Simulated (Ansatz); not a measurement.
A frame of Ti7Si6N7 from dynamics at 2880 K, with the forces (eV/Å) computed on a k mesh in the last three columns. All numbers below come from DFT PBE, scalar-relativistic, plane waves, PAW in Ansatz.

Settings: cutoff 420 eV, Γ-centred mesh 4×4×4 on the computed 20-atom cell, Fermi–Dirac smearing of 0.25 eV; no spin polarisation.

```xyz
20
Lattice="6.504 0.420 -0.055 0.420 6.236 -0.024 -0.055 -0.024 6.419" Properties=species:S:1:pos:R:3:forces:R:3 pbc="T T T"
Si    4.142    0.477    6.212   -1.090   -5.580   -2.520
Si    5.652    3.654    3.800    3.190    0.600    1.550
Si    2.925    4.943    1.044    0.240    0.510   -0.620
Si    6.266    4.796    0.496    0.080    0.570   -1.440
Si    1.370    0.157    5.912   -1.000    0.410   -0.190
Si    5.667    0.550    4.367    0.350    1.520    1.570
Ti    4.041    3.139    5.257    1.680   -1.860    3.730
Ti    5.058    6.240    2.189    0.500    0.630   -1.660
Ti    4.184    2.937    2.003   -1.560   -2.010   -0.710
Ti    1.056    2.852    5.523    0.080   -0.330    0.780
Ti    1.342    3.632    2.785   -1.290    0.720    0.770
Ti    2.804    5.729    3.879    1.740   -0.780   -1.110
Ti    1.385    0.871    1.735   -3.310   -0.540    2.450
N     2.155    2.419    1.765    3.570    0.590   -1.600
N     6.384    2.601    2.725    0.220   -1.110   -1.800
N     6.830    5.896    3.092    1.690    0.730   -0.080
N     4.568    4.610    2.920   -1.920    0.790    1.000
N     4.431    1.951    0.361    1.050    3.250    1.850
N     2.591    3.718    4.562   -5.370    1.120   -2.470
N     3.834    1.118    3.498    1.160    0.760    0.500
```

Static pressure 14.5 GPa (no kinetic part), no gap on the mesh.

Counting as bonded all pairs within 1.2 times the summed covalent radii, but none from a metal cation to another cation:

```csv
atom → neighbour,mean count,mean length (Å),spread (Å)
N → Si,0.71,1.75,0.18
N → Ti,3.43,2.15,0.29
Si → N,0.83,1.75,0.18
Si → Si,1.33,2.53,0.13
Ti → N,3.43,2.15,0.29
```

Angles between all pairs of such bonds at an atom (mean ± spread): 108 ± 27° at N, 111 ± 26° at Si, 105 ± 26° at Ti.

Spin polarisation was left out, and a magnetic state may lie lower.

Cost: 1 run of about 3.8 core-minutes, on Intel Xeon Processor @ 2.50GHz (Skylake/Cascade Lake) (shared hosts).